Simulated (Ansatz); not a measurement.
Relaxed WC (WC type, space group P-6m2):

```xyz
2
Lattice="2.9122 0.0000 0.0000 -1.4561 2.5220 0.0000 0.0000 0.0000 2.8362" Properties=species:S:1:pos:R:3 pbc="T T T"
W      0.0000     0.0000     0.0000
C      1.4561     0.8407     1.4181
```

Calculation: r2SCAN (plane waves to 500 eV, PAW, scalar-relativistic; Ansatz, a program for electronic structure). k mesh 15×15×13 (Γ-centred), Fermi-Dirac smearing 0.05 eV. With partly filled bands, energies and forces of such displacements shift with the k mesh and the smearing. Spin-orbit coupling is left out, though W is heavy. WC is run without spin polarisation. WC was relaxed with its symmetry unable to fall.

One atom of the cell was then moved (with its periodic images), all else fixed, and the forces (eV/Å) came out as:

| atom | Fx | Fy | Fz |
|---|---|---|---|
| W1 | 0.000 | -2.913 | 2.664 |
| C2 | 0.000 | 2.913 | -2.664 |

With two atoms only their relative shift counts; take W1 as fixed.

Which atom was moved, and by which vector (Å)?

C2, by (0.00, -0.20, 0.17), 0.26 Å in all.

(A displaced cell: forces are minus the slopes of the energy, force constants its curvatures, and phonons follow from these.)
